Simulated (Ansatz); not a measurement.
A geometry of Al2O3 away from equilibrium: step 17 of the relaxation of a relaxed Al2O3 cell shaken by Gaussian noise of σ = 0.08 Å a coordinate. Calculation: PBEsol (plane waves to 420 eV, PAW, scalar-relativistic; Ansatz, a program for electronic structure). Γ-centred k-mesh 4×4×8 on the run's cell (coarser than for final values), Fermi–Dirac smearing 0.05 eV.

```
CELL_PARAMETERS angstrom
      5.88192    -0.57487     0.57879
     -0.57487     5.70640     0.47402
      0.29472     0.24137     2.85636
ATOMIC_POSITIONS crystal
  O  0.07547 0.20869 0.66729
  O  0.42711 0.54971 0.98602
  O  0.07547 0.70870 0.66730
  O  0.75132 0.86473 0.29794
  O  0.42711 0.04972 0.98600
  O  0.75133 0.36473 0.29791
  Al 0.25105 0.75839 0.08355
  Al 0.75121 0.65300 0.87463
  Al 0.25105 0.25839 0.08354
  Al 0.75122 0.15300 0.87461
```

Task: Which atoms carry the largest force, and which way does it point?

Result: 0.01 eV/Å, on Al7, Al8, Al9, Al10 (atoms numbered as listed); on Al7 its components are (0.00, 0.01, 0.01).

Task: What is the pressure?

Result: +5.0 GPa, compression positive.

Task: How far above the relaxed end point is this geometry?

Result: 0.01 eV/atom; the path ends in C2 (No. 5).

No spin polarisation in the result.

The end of the path is a generated cell of Al2O3: the first start was made by placing the elements on the sites of a structure type, and the end was not matched to a known phase here, so it may be hypothetical. Known forms of Al2O3 include space group No. 167.
